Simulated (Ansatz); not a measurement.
KRb$_{2}$ScF$_{6}$:
```yaml
crystal:
  lattice:
    - [-3.14861, 3.14861, 4.57700]
    - [3.14861, -3.14861, 4.57700]
    - [3.14861, 3.14861, -4.57700]
  atoms:
    - { symbol: K, position: [0.50000, 0.50000, 0.00000] }
    - { symbol: Rb, position: [0.75000, 0.25000, 0.50000] }
    - { symbol: Rb, position: [0.25000, 0.75000, 0.50000] }
    - { symbol: Sc, position: [0.00000, 0.00000, 0.00000] }
    - { symbol: F, position: [0.72361, 0.83834, 0.56195] }
    - { symbol: F, position: [0.27639, 0.16166, 0.43805] }
    - { symbol: F, position: [0.83834, 0.27639, 0.11473] }
    - { symbol: F, position: [0.16166, 0.72361, 0.88527] }
    - { symbol: F, position: [0.22106, 0.22106, 0.00000] }
    - { symbol: F, position: [0.77894, 0.77894, 0.00000] }
```

Relaxed with r²SCAN. Independent-particle spectrum: no excitons, no local fields, no scissors shift; 0.1 eV broadening; ε₁ of the summed bands alone.

Problem. Tabulate the dielectric function from DFT-r²SCAN in the program Ansatz with PAW potentials.

Solution. 

```csv
E (eV),ε₁ xx,ε₂ xx,ε₁ zz,ε₂ zz
0.0,2.00,0.00,2.01,0.00
0.5,2.00,0.00,2.01,0.00
1.0,2.01,0.00,2.02,0.00
1.5,2.02,0.00,2.02,0.00
2.0,2.03,0.00,2.04,0.00
2.5,2.04,0.00,2.05,0.00
3.0,2.06,0.00,2.07,0.00
3.5,2.09,0.00,2.10,0.00
4.0,2.12,0.00,2.13,0.00
4.5,2.15,0.00,2.17,0.00
5.0,2.20,0.00,2.21,0.00
5.5,2.27,0.00,2.28,0.00
6.0,2.35,0.00,2.36,0.00
6.5,2.46,0.00,2.47,0.00
7.0,2.63,0.00,2.64,0.00
7.5,2.94,0.00,2.95,0.00
8.0,3.79,0.21,3.74,0.24
8.5,1.94,4.44,2.06,4.65
9.0,2.04,0.96,2.00,1.44
9.5,2.45,0.54,2.46,0.56
10.0,3.33,1.20,3.24,1.30
10.5,2.15,2.29,2.21,2.83
11.0,1.83,2.59,2.15,2.50
11.5,1.07,1.55,0.94,1.68
12.0,0.83,1.41,0.88,1.30
```

Problem. From ε at 8.2 eV (xx: 4.83 + 1.08i), find n, k, the normal reflectivity and the absorption coefficient.

Solution. n = 2.21, k = 0.244, R = 15 %, α = 2kE/ħc = 200000 cm⁻¹.

With all bands, ε∞ without local fields is 2.16 (xx = yy), 2.17 (zz).

Space group I4/m. The first step of the workflow began from a Materials Project structure, measured or hypothetical; the Crystallography Open Database files this formula in space group No. 87, but the cells were not matched. Its standing as an ambient phase is unchecked. Symmetry was held in the r²SCAN relaxation; whether a distortion lowers the energy is not shown. No spin polarisation was allowed. Scalar-relativistic: spin–orbit coupling is off unless named, which matters more the heavier the elements.

Potentials: the later of the program's two PAW sets.
